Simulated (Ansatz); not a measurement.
Input deck for Ansatz 0.2.0, then the block of the output on the nuclei.

The cell is a measured structure from the Crystallography Open Database (COD), its atoms then relaxed with PBE in this cell.

```yaml
crystal:
  lattice:
    - [3.4897, 2.0147792344, 5.6587]
    - [-3.4897, 2.0147792344, 5.6587]
    - [0.0, -4.0295584688, 5.6587]
  atoms:
    - { symbol: Ba, position: [0.7843418188, 0.7843418188, 0.7843418188] }
    - { symbol: Ba, position: [0.2156581812, 0.2156581812, 0.2156581812] }
    - { symbol: Mg, position: [0.0, 0.0, 0.0] }
    - { symbol: C, position: [0.2554994375, 0.6232171054, 0.352953491] }
    - { symbol: C, position: [0.352953491, 0.2554994375, 0.6232171054] }
    - { symbol: C, position: [0.6232171054, 0.352953491, 0.2554994375] }
    - { symbol: C, position: [0.7445005625, 0.3767828946, 0.647046509] }
    - { symbol: C, position: [0.647046509, 0.7445005625, 0.3767828946] }
    - { symbol: C, position: [0.3767828946, 0.647046509, 0.7445005625] }
    - { symbol: "N", position: [0.1904593229, 0.4690977237, 0.5712865257] }
    - { symbol: "N", position: [0.5712865257, 0.1904593229, 0.4690977237] }
    - { symbol: "N", position: [0.4690977237, 0.5712865257, 0.1904593229] }
    - { symbol: "N", position: [0.8095406771, 0.5309022763, 0.4287134743] }
    - { symbol: "N", position: [0.4287134743, 0.8095406771, 0.5309022763] }
    - { symbol: "N", position: [0.5309022763, 0.4287134743, 0.8095406771] }
    - { symbol: O, position: [0.101582429, 0.830499706, 0.3029921248] }
    - { symbol: O, position: [0.3029921248, 0.101582429, 0.830499706] }
    - { symbol: O, position: [0.830499706, 0.3029921248, 0.101582429] }
    - { symbol: O, position: [0.898417571, 0.169500294, 0.6970078752] }
    - { symbol: O, position: [0.6970078752, 0.898417571, 0.169500294] }
    - { symbol: O, position: [0.169500294, 0.6970078752, 0.898417571] }
kpoints:
  mp_grid: { grid: [4, 4, 4] }
scf:
  occupations: { method: fermi_dirac, width: 0.02 }
hamiltonian:
  xc: pbe
  pseudopotentials: { kind: paw_fr }
output:
  forces: true
  stress: true
  populations: true
  efg:
    quadrupole_moments_barn: { Ba: 0.236, Mg: 0.1994, "N": 0.02044, O: -0.02558 }
    contact_densities: true
magnetization:
  noncollinear: true
  spin_orbit: true
```

```sh
ansatz run input.yaml --threads 2 --pin off --max-ram 5120MiB --backend cpu --events-out ev --progress --plain --runs-dir out
```

Of the output, the block on the nuclei alone is shown; the set-up, the SCF iterations, energies, forces and stress are cut. One atom of each set with nearly equal values is shown.

```
--- PAW observables at the nuclei: V_zz in 10²¹ V/m², potentials from the cell's mean, atoms counted from 1 ---
  atom   1  Ba V_zz =   +11.261157   η = 0.0000   by run symmetry: allowed   C_q = +64.2613 MHz
            electrostatic potential = -9634.013689 V   contact ρ = 2073173.748487 e/Å³
  atom   3  Mg V_zz =    -0.586925   η = 0.0000   by run symmetry: allowed   C_q = -2.8298 MHz
            electrostatic potential = -1102.962012 V   contact ρ = 7795.816887 e/Å³
  atom   4  C  V_zz =    +2.592327   η = 0.2232   by run symmetry: allowed
            electrostatic potential = -412.014696 V   contact ρ = 867.321288 e/Å³
  atom  10  N  V_zz =    -5.675387   η = 0.7818   by run symmetry: allowed   C_q = -2.8050 MHz
            electrostatic potential = -514.179778 V   contact ρ = 1413.910955 e/Å³
  atom  16  O  V_zz =   +12.111144   η = 0.9361   by run symmetry: allowed   C_q = -7.4910 MHz
            electrostatic potential = -622.292008 V   contact ρ = 2156.043856 e/Å³
```

The run took 3.4 min of wall time (6.6 min of CPU time) and 2 GiB at its peak, on 2 threads of Intel Xeon Processor @ 2.50GHz (Skylake/Cascade Lake) (x86_64; 62 cores open to the job, memory cap 5.0 GiB, no GPU), a shared host with a load of 0.9 a core.
